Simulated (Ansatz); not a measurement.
Relaxed-ion elastic tensor of Cu (fcc (Cu type), Fm-3m) in GPa (Voigt order), r²SCAN (plane waves, PAW; program Ansatz); density 9.21 g/cm³, 11.46 Å³ per atom.

```
 202   144   144   0.0   0.0   0.0
 144   202   144   0.0   0.0   0.0
 144   144   202   0.0   0.0   0.0
 0.0   0.0   0.0  91.4   0.0   0.0
 0.0   0.0   0.0   0.0  91.4   0.0
 0.0   0.0   0.0   0.0   0.0  91.4
```

Is the crystal mechanically stable?

Yes: the smallest eigenvalue of C is 57.8 GPa.

Work out the Voigt, Reuss and Hill averages.

K_V = 163, K_R = 163, K_H = 163; G_V = 66.4, G_R = 49.0, G_H = 57.7 GPa.

Give Young's modulus, Poisson's ratio, Pugh's ratio and the universal anisotropy index.

E = 9KG/(3K + G) = 155 GPa; ν = 0.34; K/G = 2.82 (ductile by the Pugh limit of 1.75); A_U = 5G_V/G_R + K_V/K_R − 6 = 1.77.

Estimate the sound speeds and the Debye temperature.

v_l = √((K + 4G/3)/ρ) = 5100 m/s, v_t = √(G/ρ) = 2500 m/s, mean 2810 m/s; Θ = (h/k)(3n/4πV)^(1/3) v_m = 371 K.

Give the Zener ratio and Young's modulus along [100], [110] and [111].

A = 2C44/(C11 − C12) = 3.16; 1/E = S11 − 2(S11 − S12 − S44/2)Γ with Γ = 0, 1/4, 1/3 gives 81.9, 159, 231 GPa.

Solve the Christoffel equation for the three sound speeds along [100], [110], [111].

Eigenvalues of C_ijkl n_j n_l equal ρv². In km/s, slowest first: [100] 3.15, 3.15, 4.68; [110] 1.77, 3.15, 5.35; [111] 2.32, 2.32, 5.56.

The cell was relaxed with r²SCAN under the symmetry of its start. The run is not spin-polarised. As this level gives no gap, shear constants depend on the k-mesh and smearing (Fermi–Dirac, 0.1 eV here).

Potentials: the earlier of the program's two PAW sets.
